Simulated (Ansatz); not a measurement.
**Na4TeC: from a guess to a relaxed structure**

Theory: Ansatz, DFT PBE, scalar-relativistic, plane waves, PAW. Cutoff 420 eV, Gaussian smearing, Γ-centred meshes. Cell and atoms relax first on a coarse mesh and then on a finer one. In between, the cell is made exact in the group found at 0.06 Å. In metals the finer mesh still leaves noise of several meV/atom or more. The steps can't lower the symmetry of their start. No spin polarisation.

The guess for Na4TeC was made by a generator: ordered mixture on the anion sites of antifluorite (P4/mmm, No. 123) (occupants of the shared sites, in ratio, C: 1, Te: 1). The dimensions are guesses.

```yaml
crystal:
  lattice:
    - [4.83039, 0.00000, 0.00000]
    - [0.00000, 4.83039, 0.00000]
    - [0.00000, 0.00000, 6.83121]
  atoms:
    - { symbol: Na, position: [0.50000, 0.00000, 0.25000] }
    - { symbol: Na, position: [0.00000, 0.50000, 0.75000] }
    - { symbol: Na, position: [0.50000, 0.00000, 0.75000] }
    - { symbol: Na, position: [0.00000, 0.50000, 0.25000] }
    - { symbol: Te, position: [0.50000, 0.50000, 0.50000] }
    - { symbol: C, position: [0.00000, 0.00000, 0.00000] }
```

The zero of energy is the elements' standard structures at the same level; no fitted shifts are applied.

Problem. Which structure results?

Solution. The symmetry stays P4/mmm (No. 123). The volume per atom shrinks by 0.9 %, from 26.6 to 26.3 Å³. The shortest distance goes from 2.96 Å (Na–C and Na–Te) to 2.83 Å (Na–C). Conventional cell: a = 4.729 Å, c = 7.063 Å. Na has 2 C at 2.83 Å, 2 Te at 3.08 Å, 1 Na at 3.11 Å and 4 Na at 3.34 Å; Te is surrounded by 8 Na at 3.08 Å; C has 8 Na at 2.83 Å.

```cif
data_structure
_symmetry_space_group_name_H-M 'P 1'
_symmetry_Int_Tables_number 1
_cell_length_a 4.7294
_cell_length_b 4.7294
_cell_length_c 7.0625
_cell_angle_alpha 90.000
_cell_angle_beta 90.000
_cell_angle_gamma 90.000
_cell_volume 157.97
loop_
_atom_site_label
_atom_site_type_symbol
_atom_site_fract_x
_atom_site_fract_y
_atom_site_fract_z
_atom_site_occupancy
Na1 Na 0.50000 0.00000 0.22003 1
Na2 Na 0.00000 0.50000 0.77997 1
Na3 Na 0.50000 0.00000 0.77997 1
Na4 Na 0.00000 0.50000 0.22003 1
Te1 Te 0.50000 0.50000 0.50000 1
C1 C 0.00000 0.00000 0.00000 1
```

Problem. Give its energy and gap.

Solution.

- Energy over the elements: +0.35 eV/atom
- Gap on the 8×8×6 mesh of the 6-atom cell: 0 eV (a metal)

A positive value: parting into the elements would lower its energy.

The last run used Gaussian smearing of 0.10 eV. These runs have no spin–orbit coupling, which can matter for Te. The cell is a metal run without spin; a magnetic state may lie lower. The reference forms of C and Te are held partly by dispersion forces, which this level lacks. A structure relaxed within its symmetry needn't be a true minimum.
